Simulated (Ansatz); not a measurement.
The start is a generated cell, FeNi placed in the AFLOW prototype AB_oP8_57_d_d (as in TlF). A full variable-cell relaxation at zero pressure is run with PBE (plane waves to 420 eV, PAW, scalar-relativistic; Ansatz, an electronic-structure program). The first steps use a coarse 7×8×8 k-mesh.

Input geometry:
```yaml
crystal:
  lattice:
    - [4.89782, 0.00000, 0.00000]
    - [0.00000, 4.41012, 0.00000]
    - [0.00000, 0.00000, 4.16457]
  atoms:
    - { symbol: Fe, position: [0.25500, 0.50960, 0.25000] }
    - { symbol: Fe, position: [0.25500, 0.99040, 0.75000] }
    - { symbol: Fe, position: [0.74500, 0.00960, 0.25000] }
    - { symbol: Fe, position: [0.74500, 0.49040, 0.75000] }
    - { symbol: Ni, position: [0.85930, 0.56280, 0.25000] }
    - { symbol: Ni, position: [0.85930, 0.93720, 0.75000] }
    - { symbol: Ni, position: [0.14070, 0.06280, 0.25000] }
    - { symbol: Ni, position: [0.14070, 0.43720, 0.75000] }
```
Spin-polarised start, with parallel moments on Fe, Ni.

What is the largest force in the starting geometry, and on which atom (counted from 1)?

9.29 eV/Å, on Fe1, Fe2, Fe3, Fe4 (atoms numbered as listed).

How much energy is released per atom?

1.26 eV/atom.

How does the volume per atom move from start to end?

+1.9 %, from 11.24 to 11.46 Å³/atom.

What magnetic moments remain?

Net 1.65 μB/atom, ferromagnetic.

What does it relax into? Give the structure.


Space group Pbcm (No. 57); a = 5.312 Å, b = 4.184 Å, c = 4.124 Å, α = 90.00°, β = 90.00°, γ = 90.00°

| atom | site | symmetry | x | y | z |
|---|---|---|---|---|---|
| Fe | 4d | ..m | 0.6347 | 0.0296 | 0.2500 |
| Ni | 4d | ..m | 0.1256 | 0.0456 | 0.2500 |

The space group stays Pbcm (No. 57) (the run could not lower it), with 8 atoms in the primitive magnetic cell. Final values are on a 9×11×11 k-mesh of the relaxed cell. Spin state reached: ferromagnetic (net 1.65 μB/atom), from parallel starting moments; other spin orders were not run from this start.

The run could not lose the symmetry of its start: the end is stationary, and may be a saddle point rather than a minimum.

The relaxed structure here is a generated cell of FeNi: the first start was made by placing the elements on the sites of a structure type, and the end was not matched to a known phase here, so it may be hypothetical.
